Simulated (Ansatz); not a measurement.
**KAg₂AsP₄: reading a single point**

```
Ag As K P
1.0
    -3.28247    3.28247    3.93765
     3.28247   -3.28247    3.93765
     3.28247    3.28247   -3.93765
Ag As K P
2 1 1 4
Cartesian
  3.2825 0.0000 1.9688
  0.0000 3.2825 1.9688
  0.0000 0.0000 0.0000
  0.0000 0.0000 3.9377
  2.1828 -2.1828 2.8666
  1.0996 1.0996 1.0710
  -2.1828 2.1828 2.8666
  2.1828 2.1828 5.0087
```

The numbers come from plane-wave PAW DFT (Ansatz): PBE, no spin polarisation, 420 eV, 7×7×7 Γ-centred k points, fermi-dirac occupations (width 0.0102 eV). Nothing was relaxed.

Charges: Bader charges in e: K +0.75, Ag +0.17, As -1.52, P +0.11. In the mean K gives up most and As takes most.
Stress: The pressure is 25.3 GPa (compression positive), so with the atoms held at these fractions the cell would first expand; the forces are large, so a full relaxation may end otherwise. The principal stresses 24.6, 24.6, 26.6 GPa differ, so its shape would change too.
Forces: The largest is on P5 (and as large on other atoms): 11.37 eV/Å, components (-6.70, 6.70, -6.29). It makes 179° with the line to a nearest neighbour, As3 at 1.89 Å, pointing away from it.
At the Fermi level: It is a metal, with about 5.5 states/eV a cell as the mean within 0.25 eV of the Fermi level, mostly P p (85 %).
Formation energy: 1.08 eV an atom against the elements' usual phases (free molecules for gases, crystals otherwise, with no correction for O₂ or N₂), so at this geometry it isn't bound against them. Relaxing would lower it.

Origin: a known structure type with other elements, at an estimated volume, so it need not be a known compound. Caveats: many states at the Fermi level without spin polarisation, so a magnetic state may lie lower; atoms or cell far from equilibrium.
